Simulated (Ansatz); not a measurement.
Ge:
```cif
data_Ge6
_chemical_formula_sum 'Ge6'
_space_group_name_H-M_alt 'P 1'
_space_group_IT_number 1
_cell_length_a 6.06427
_cell_length_b 6.06427
_cell_length_c 6.06427
_cell_angle_alpha 109.471
_cell_angle_beta 109.471
_cell_angle_gamma 109.471
loop_
_space_group_symop_operation_xyz
  'x, y, z'
loop_
_atom_site_label
_atom_site_type_symbol
_atom_site_fract_x
_atom_site_fract_y
_atom_site_fract_z
_atom_site_occupancy
Ge1 Ge 0.50000 0.75000 0.25000 1
Ge2 Ge 0.25000 0.50000 0.75000 1
Ge3 Ge 0.75000 0.50000 0.25000 1
Ge4 Ge 0.50000 0.25000 0.75000 1
Ge5 Ge 0.25000 0.75000 0.50000 1
Ge6 Ge 0.75000 0.25000 0.50000 1
```

Relaxed with r²SCAN.

Tabulate the valence density and the electron localisation function along the shortest Ge–Ge contact (2.48 Å), DFT-r²SCAN in the program Ansatz with PAW potentials.



```tsv
distance from Ge (Å)	density (e/Å³)	ELF
0.25	28.05	0.01
0.37	12.37	0.03
0.50	4.71	0.11
0.62	1.91	0.25
0.74	1.01	0.38
0.87	0.69	0.49
0.99	0.56	0.60
1.11	0.51	0.73
1.24	0.50	0.78
1.36	0.51	0.73
1.49	0.56	0.60
1.61	0.69	0.49
1.73	1.01	0.38
1.86	1.91	0.25
1.98	4.71	0.11
2.10	12.37	0.03
2.23	28.05	0.01
```

The density is the valence pseudo-density with augmentation charge, so density and ELF within about 1 Å of a nucleus are not all-electron values.

Space group Im-3m. The start of the workflow was typed in or built on a structure type; the Crystallography Open Database copy checked does not list it. It is not the phase usual at ambient conditions (space group No. 227). Symmetry was held in the r²SCAN relaxation; whether a distortion lowers the energy is not shown. The volume moved by 22 % from the start of the relaxation.

Potentials: the later of the program's two PAW sets.
